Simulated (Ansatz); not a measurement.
Ansatz input

```yaml
crystal:
  lattice:
    - [3.709365245, 0.0, 0.0]
    - [-1.8546826225, 3.2124045341, 0.0]
    - [0.0, 0.0, 2.3213874312]
  atoms:
    - { symbol: Mn, position: [1.0, 1.0, 0.0], spin: 3.0 }
    - { symbol: Mn, position: [0.3333333333, 0.6666666667, 0.5], spin: 3.0 }
    - { symbol: Mn, position: [0.6666666667, 0.3333333333, 0.5], spin: 3.0 }
hamiltonian:
  xc: mr2scan
  pseudopotentials:
    kind: paw
    azcp:
      Mn: "pseudopotentials/Mn.paw.azcp"
basis:
  ecutwfc: 500
  fft_grid_basis: typed
kpoints:
  mp_grid: { grid: [11, 11, 15], shift: [0, 0, 0] }
magnetization:
  spin_polarized: true
scf:
  occupations: { method: fermi_dirac, width: 0.05 }
  lower_state_search: "off"
output:
  stress: true
```

and its output:

```
Engine: ansatz 0.2.0, aarch64-unknown-linux-gnu
Pseudopotentials: kind: paw
Pseudopotential: Mn, paw, valence charge 15, recommended cutoff 500 eV (meta_gga) 
Functional definition: m-r2SCAN
  exchange = m_r2scan_x
  correlation = m_r2scan_c
Crystal: 3 atoms, lattice volume = 27.662 Å³
Basis set: ecut = 500 eV, 693 PW (Γ), exchange–correlation on 120×120×72 points (64 copies of the dense FFT grid, shifted against one another)
Bands: 33, of which v1, the nominal top of the filled ones, is band 23 counted from 1 (22 counted from 0)
Symmetry: 24 space group operations
Space group: P6/mmm (ITA 191), of the structure as read, at distance tolerance 3.0e-5 Å
Magnetic group: BNS 191.233 (UNI 1463), of the structure as read, at distance tolerance 3.0e-5 Å
k-points: 128 of 1815
Non-local potential: Mn, projectors of the file, l = 0: 3, l = 1: 2, l = 2: 3, l = 3: 1
PAW form: soft (Blöchl's): semilocal exchange-correlation on the pseudo side does not see the compensation charge
PAW frozen core: Mn, regenerated for the run's functional (the file was generated under x = pbe(κ = 0.804, μ = 0.2195149727645171), c = pbe(β = 0.06672455060314922))
PAW one-centre angular grid: Mn, 590 points (default); XC on 160 Gauss nodes
Initial density: superposition of atomic densities (chi_scale 0.1, normalization cell)
Starting moments: Σ|m| = 9 μB on 3 of 3 sites
Initial wavefunctions: pseudopotential atomic-orbital guess
Functional: x = mr2scan, c = mr2scan; τ floored in thin density (d = 2e-4 eV/Å³)
SCF iter   1: F=-11706.101016 eV  HF=-11707.297710 eV  |F-HF|=1.20e0  |Δ(HF+E_count)|=         —  Δρ=2.44e-1 (↑2.44e-1 ↓1.43e-1)  dr2=3.39e0  dr2_τ=1.95e-1  dr2_m=9.08e0  M=4.041 μB ∫|m|=4.042 μB  β_m=0.30  ethr=3.10e-3  ⟨swp⟩=5.0  Hψ=29354  notcnv=0  defer=45
SCF iter   2: F=-11706.498964 eV  HF=-11706.561743 eV  |F-HF|=6.28e-2  |Δ(HF+E_count)|=   7.36e-1  Δρ=1.81e-1 (↑1.81e-1 ↓1.46e-1)  dr2=1.65e0  dr2_τ=1.36e-1  dr2_m=6.46e0  M=4.779 μB ∫|m|=4.779 μB  β_m=0.64  ethr=3.10e-3  ⟨swp⟩=3.5  Hψ=17708  notcnv=0  defer=615
Mixer restart at iter 2: flushing history
spin-set hold released at iteration 2 (the charge has settled, or the pull on large starting moments outlasts its swing): the magnetisation degrees of freedom join the quasi-Newton model from the next iteration; the mixer history was flushed
SCF iter   3: F=-11684.605597 eV  HF=-11708.630376 eV  |F-HF|=2.40e1  |Δ(HF+E_count)|=    2.07e0  Δρ=1.86e-1 (↑1.86e-1 ↓1.67e-1)  dr2=2.70e1  dr2_τ=1.13e-1  dr2_m=2.74e0  M=3.542 μB ∫|m|=3.543 μB  β_m=0.65  ethr=3.10e-3  ⟨swp⟩=3.6  Hψ=15960  notcnv=0  defer=615  κ⁻¹=1.0e0(r=1)
SCF iter   4: F=-11705.978765 eV  HF=-11707.462982 eV  |F-HF|=1.48e0  |Δ(HF+E_count)|=    1.17e0  Δρ=1.22e-1 (↑1.22e-1 ↓1.05e-1)  dr2=3.17e0  dr2_τ=5.14e-2  dr2_m=2.62e0  M=3.056 μB ∫|m|=3.062 μB  β_m=0.61  ethr=3.10e-3  ⟨swp⟩=3.3  Hψ=16372  notcnv=0  defer=669  κ⁻¹=6.5e-3(r=2)
SCF iter   5: F=-11709.545700 eV  HF=-11707.711271 eV  |F-HF|=1.83e0  |Δ(HF+E_count)|=   2.48e-1  Δρ=1.42e-2 (↑1.42e-2 ↓6.99e-3)  dr2=7.18e-2  dr2_τ=2.41e-3  dr2_m=1.11e-2  M=0.898 μB ∫|m|=1.043 μB  β_m=1.20  ethr=3.10e-3  ⟨swp⟩=3.2  Hψ=15168  notcnv=0  defer=649  κ⁻¹=5.7e-4(r=3)
SCF iter   6: F=-11709.667361 eV  HF=-11708.772926 eV  |F-HF|=8.94e-1  |Δ(HF+E_count)|=    1.06e0  Δρ=1.52e-2 (↑1.52e-2 ↓1.51e-2)  dr2=5.80e-3  dr2_τ=6.42e-4  dr2_m=5.51e-2  M=0.716 μB ∫|m|=0.831 μB  β_m=0.69  ethr=1.59e-4  ⟨swp⟩=2.2  Hψ=17708  notcnv=0  defer=715  κ⁻¹=8.9e-5(r=4)
...
iter 21 did not close the SCF: its close was put off for a magnetic moment that had not settled (scf_convergence_deferred on its scf_iter line)
SCF iter  21: F=-11709.780007 eV  HF=-11709.780007 eV  |F-HF|=5.34e-9  |Δ(HF+E_count)|=   2.23e-7  Δρ=1.11e-6 (↑1.11e-6 ↓8.49e-7)  dr2=2.28e-10  dr2_τ=5.09e-12  dr2_m=1.27e-10  M=-0.000 μB ∫|m|=0.000 μB  β_m=1.20  ethr=1.00e-12  ⟨swp⟩=4.2  Hψ=26857  notcnv=0  κ⁻¹=1.5e-5(r=8)
SCF iter  22: F=-11709.780007 eV  HF=-11709.780007 eV  |F-HF|=1.18e-9  |Δ(HF+E_count)|=   4.60e-9  Δρ=5.87e-7 (↑4.73e-7 ↓5.87e-7)  dr2=9.82e-11  dr2_τ=2.09e-12  dr2_m=2.25e-11  M=-0.000 μB ∫|m|=0.000 μB  ethr=1.00e-12  ⟨swp⟩=1.7  Hψ=23318  notcnv=0
WARN: the starting moments were not kept: the SCF closed with an absolute magnetisation of 3.1e-5 μB, where they sum to 9 μB in size (3 sites). That is at most 0.1 of that sum. Measured as dr2_m measures the in/out step, that magnetisation stands 5.7e-10 eV from none, at or under the dr2_threshold of 1.0e-7 eV: it is no larger than a step whose dr2_m would equal this threshold. The system may hold no moment; this SCF shows only that its start led to no more than that. To try another start: raise the starting moments (crystal.atoms[].spin, magnetization.per_species, magnetization.initial_magnetization, or on a non-collinear deck that types none of these the spinor_matrix: blocks that start its atoms; where the total moment is fixed, keep their sum and leave initial_magnetization as it is; typed ones take the place of any that the run laid by itself, positive ones on a crystal's lanthanoids without a Hubbard term where scf.initial_density.shell_occupations: [] is typed) or, if the notice of its spin-set hold's release reads "site moments contracting" or "site moments show no strong build", lengthen the hold (scf.mixing.spin_hold: { on: { confirm: 4 } }; for m-r²SCAN on two components see the key's manual first). Each may lead to a state that holds a moment. A second SCF, from the converged charge density, with the starting moments and any scf.initial_density.shell_occupations laid on it anew, would have followed, and was not run: the deck does not ask for one (magnetization.retry_lost_moments is false, the default). To let it run, set magnetization.retry_lost_moments: true and run the deck again, where that key's refused combinations let it; where memory then withholds it, that run's warning says so.
SCF 1 converged in 22 iterations: F = -11709.780007 eV  dr2 = 9.82e-11
this state was not tested for a lower state beside it, because the mixer in use, unlike msr1, does not test its closes by its own steps (another_mixer; see scf.mixing.algorithm and scf.lower_state_search)
SCF converged after 22 iterations
Magnetization: -0.0000 μB (22.5000 up, 22.5000 down)
Absolute magnetization: 0.0000 μB (∫|ρ↑−ρ↓|, with the PAW one-centre terms)
Spin contamination: 0.0000 ħ² per cell (⟨S²⟩ above its minimum at these occupations)
Per-site moments (μB) at R_I (Å): [(-1.2056246801909817e-5, 0.95757231537), (-7.82194231683869e-6, 0.8834112468754496), (-7.821942316838685e-6, 0.8834112468754496)]
Free energy (F): -11709.780007 eV
Harris-Foulkes:  -11709.780007 eV  (|F-HF|=1.18e-9)
Internal energy: -11709.759431 eV  (E = F + TS)
E sigma→0 (E₀):  -11709.769719 eV
Entropy (-TS):   -0.020575 eV (-6.858 meV/atom)
Fermi energy:    24.055347 eV
--- Per-component energies (eV) ---
  E_band       = -363.872640
  E_kinetic    = 944.101408
  E_local      = -4223.604593  (includes V_loc(G=0)·N_el)
  E_nonlocal   = 713.135848
  E_hartree    = 1798.270263
  E_xc         = -341.570761
  E_vxc        = -504.298796  (∫ρ·V_xc dr)
  E_paw        = -3918.599770  (= ΣΔE_a)
  E_vpaw       = -924.690801  (= ΣTr[D̂ρ^β])
  E_aug_tail   = -0.000013  (compensation charges beyond the density's cutoff)
  E_vtau       = 34.943735  (kinetic-family band-sum trace: ∫τ·v_τ [+ j·A + Jᵃ·Aᵃ] dr)
  E_ewald      = -6680.642684
  E_core_change = -0.849129  (= ΣΔE_core)
  E_smearing   = -0.020575  (= −TS)
  E_closure    = 0.000000  (closes the sum)
  Σ components = -11709.780007   (vs F -11709.780007, Δ=0.00e0)
--- Stress (GPa, compression-positive) ---
       51.102656       0.000000      -0.000000
       -0.000000      51.102656       0.000000
       -0.000000       0.000000      49.290724
  P = ⅓ Tr σ = 50.4987 GPa (504.987 kbar)
```
